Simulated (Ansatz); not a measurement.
The guess for La₃Fe was made by a generator: random cell by space group and Wyckoff sites (Fm-3m, No. 225). The dimensions are guesses.

```
CELL_PARAMETERS angstrom
0.00000 3.91871 3.91871
3.91871 0.00000 3.91871
3.91871 3.91871 0.00000
ATOMIC_POSITIONS crystal
La 0.25000 0.25000 0.25000
La 0.75000 0.75000 0.75000
La 0.00000 0.00000 0.00000
Fe 0.50000 0.50000 0.50000
```

These are results of DFT PBE, scalar-relativistic, plane waves, PAW (Ansatz 0.2.0), not measurements. Cutoff 420 eV, Gaussian smearing, Γ-centred meshes. Cell and atoms relax first on a coarse mesh and then on a finer one. In between, the cell is made exact in the group found at 0.06 Å. In metals the finer mesh still leaves noise of several meV/atom or more. The steps can't lower the symmetry of their start. Collinear spin, starting moments Fe 4.0 μB.

A guess keeps its type if space group and coordination stay and the shape of the cell changes little (axis ratios within about 15 %, angles within 6°); the volume may change.

Question: Does this structure survive the relaxation?

Answer: It keeps its type: symmetry leaves only the cell edge free. The symmetry stays Fm-3m (No. 225). The end has the BiF3 (D0_3) type. The volume per atom shrinks by 7.9 %, from 30.1 to 27.7 Å³. The shortest distance goes from 3.39 Å (La–Fe and La–La) to 3.30 Å (La–Fe and La–La). Counting neighbours within 15 % of an atom's shortest distance, the start has Fe 8, La 8 and the end Fe 8, La 8.

The zero of energy is the elements' standard structures at the same level; no fitted shifts are applied.

Question: At what energy does it end?

Answer: +0.39 eV/atom. It can't be a ground state, since the elements alone are lower.

The last run used collinear spin, a 10×10×10 mesh for its 4-atom cell and Gaussian smearing of 0.10 eV. Another magnetic order may lie lower. A structure relaxed within its symmetry needn't be a true minimum.
